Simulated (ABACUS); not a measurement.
Consider a self-consistent single point of P (Imma, 2 atoms in the cell; from Materials Project mp-7245, changed as shown).

```xyz
2
Lattice="-1.6778 2.4948 1.8439 1.6778 -2.4948 1.8439 1.6778 2.4948 -1.8439" Properties=species:S:1:pos:R:3 pbc="T T T"
P      0.0000     3.7421     0.1966
P      1.6778    -1.2474     1.6473
```

Computed with PBEsol, PseudoDojo 0.4 standard norm-conserving PBEsol (tails mended) pseudopotentials (plane waves; ABACUS).

ABACUS settings:

```
key                                                                      value
---------------  -------------------------------------------------------------
KPT                                                       Gamma 16 16 16 0 0 0
basis_type                                                                  pw
dft_functional                                                          PBESOL
ecutwfc                                                                  44 Ry
smearing_method                                                             fd
smearing_sigma                                                   0.00734986 Ry
potentials       PseudoDojo 0.4 standard norm-conserving PBEsol (tails mended)
symmetry                                                                     1
symmetry_prec                                                            1e-05
ks_solver                                                                  dav
scf_nmax                                                                   100
scf_thr                                                             1.0e-09 Ry
mixing_type                                                            broyden
```

Question: Estimate, at this level of theory: pressure and largest force (vector length).

Answer: The run gave:

```
Property                            Value
-----------------------------  ----------
Pressure                         1.71 GPa
Largest force (vector length)  0.604 eV/Å
```

For comparison: a first run was changed to give this one (volume scaled by 1.01), and from it to this one the free energy falls by 2.2 meV/atom, the pressure goes from 2.80 to 1.71 GPa and the largest force goes from 0.681 to 0.604 eV/Å.

The structure comes from a collection of computed structures, made at another level of theory; the collection holds predicted forms beside known ones. Its lattice was then scaled.

Cost on one core: roughly 2.9 core-minutes.

“Tails mended”: in these copies of the files the far tail of each local potential was reset to the Coulomb form.
